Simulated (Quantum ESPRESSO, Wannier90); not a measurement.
## Tight-binding from DFT: SnO₂ (Pnnm)

```
begin unit_cell_cart
ang
    4.7880000000    0.0000000000    0.0000000000
    0.0000000000    4.8665800000    0.0000000000
    0.0000000000    0.0000000000    3.2409000000
end unit_cell_cart
begin atoms_frac
Sn   0.5000000000  0.5000000000  0.5000000000
Sn   0.0000000000  0.0000000000  0.0000000000
O    0.2918500000  0.3210400000  0.0000000000
O   -0.2918500000 -0.3210400000  0.0000000000
O   -0.2081500000  0.1789600000  0.5000000000
O    0.2081500000 -0.1789600000  0.5000000000
end atoms_frac
```

Materials Project entry mp-550172; symmetrised, unrelaxed at this level. Not found in the COD (Crystallography Open Database) copy used, which has the formula in other groups; not checked further. Level: LDA, no spin polarisation, no spin-orbit coupling; pw.x of Quantum ESPRESSO at 68 Ry with PseudoDojo potentials, 6×6×10 k-points, Wannier90. Density: 6×6×10 mesh, Gaussian smearing 0.01 Ry. Spin-orbit coupling is left out although heavy elements are present.

A tight-binding model is made by disentanglement and projection with no localisation steps (num_iter = 0), so the 24 orbitals stay atom-like: hydrogen-like Sn: s;p; O: s;p, axes along x, y, z; frozen window up to 2.16 eV relative to the valence-band maximum. It follows pw.x to 0.2 meV rms for states up to 1.7 eV relative to the valence-band maximum. Matrix elements depend on this choice of orbitals and windows.

Problem. What are the on-site energies relative to the valence-band maximum, and how fast do the hoppings decay?

Solution. 
```
atom  orbitals  energy (eV)
----  --------  -----------
Sn1          s         1.63
Sn1         pz         9.16
Sn1         px         8.07
Sn1         py         8.12
Sn2          s         1.63
Sn2         pz         9.16
Sn2         px         8.07
Sn2         py         8.12
O3           s       -15.44
O3          pz        -1.97
O3       px py        -1.72
O4           s       -15.44
O4          pz        -1.97
O4       px py        -1.72
O5           s       -15.44
O5          pz        -1.97
O5       px py        -1.72
O6           s       -15.44
O6          pz        -1.97
O6       px py        -1.72
```

| distance of the centres (Å) | largest modulus (eV) |
|---|---|
| 2–3 | 1.8 |
| 3–4 | 0.70 |
| 4–5 | 0.062 |
| 5–6 | 0.037 |
| 6–7 | 0.028 |
| 7–8 | 0.0072 |
| 8–9 | 0.0054 |
| 9–10 | 0.0030 |
| 10–11 | 0.0016 |
| 11–12 | 0.00092 |
| 12–13 | 0.00069 |
